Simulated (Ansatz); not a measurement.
CaO (rock salt)

```xyz
2
Lattice="0.0000 2.3974 2.3974 2.3974 0.0000 2.3974 2.3974 2.3974 0.0000" Properties=species:S:1:pos:R:3 pbc="T T T"
Ca     0.0000     0.0000     0.0000
O      2.3974     2.3974     2.3974
```

The slice is a {110} plane (indices of the conventional cell) through the point (0.000, 0.000, 0.000) (fractional), spanned by u = [100] and v = [1 -1 -1] in vectors of this cell: u (3.39 Å) and v (4.79 Å, at 90° to u). It covers one period; positions are fractions (u, v).

The numbers are results of r2SCAN (plane waves to 500 eV, PAW, scalar-relativistic; Ansatz, an electronic-structure program), not measurements. k mesh 12×12×12. These are valence fields of a PAW run, semicore shells included where kept as valence: close to a nucleus they are smooth pseudo fields. CaO was relaxed with its symmetry unable to fall.

Problem. What is the ELF at the midpoint of the shortest Ca–O line in this plane (2.40 Å)?

Solution. 0.08.

Problem. What is the valence density on the shortest Ca–O line in this plane (2.40 Å), at its midpoint?

Solution. 0.25 e/Å³.

Problem. Sketch the electron localisation function (ELF) on this plane as a map.

Solution. 
| v \ u | 0.00 | 0.14 | 0.29 | 0.43 | 0.57 | 0.71 | 0.86 |
|---|---|---|---|---|---|---|---|
| 0.90 | x | 0.84 | 0.20 | 0.02 | 0.02 | 0.20 | 0.84 |
| 0.80 | 0.32 | 0.14 | 0.02 | 0.02 | 0.02 | 0.02 | 0.14 |
| 0.70 | 0.52 | 0.46 | 0.24 | 0.04 | 0.04 | 0.24 | 0.46 |
| 0.60 | x | 0.83 | 0.62 | 0.07 | 0.07 | 0.62 | 0.83 |
| 0.50 | x | x | 0.70 | 0.08 | 0.08 | 0.70 | x |
| 0.40 | x | 0.83 | 0.62 | 0.07 | 0.07 | 0.62 | 0.83 |
| 0.30 | 0.52 | 0.46 | 0.24 | 0.04 | 0.04 | 0.24 | 0.46 |
| 0.20 | 0.32 | 0.14 | 0.02 | 0.02 | 0.02 | 0.02 | 0.14 |
| 0.10 | x | 0.84 | 0.20 | 0.02 | 0.02 | 0.20 | 0.84 |
| 0.00 | x | x | 0.45 | 0.03 | 0.03 | 0.45 | x |

Values: electron localisation function (ELF). Points within 0.5 Å of a nucleus are blanked (x), as the pseudised field means little there.
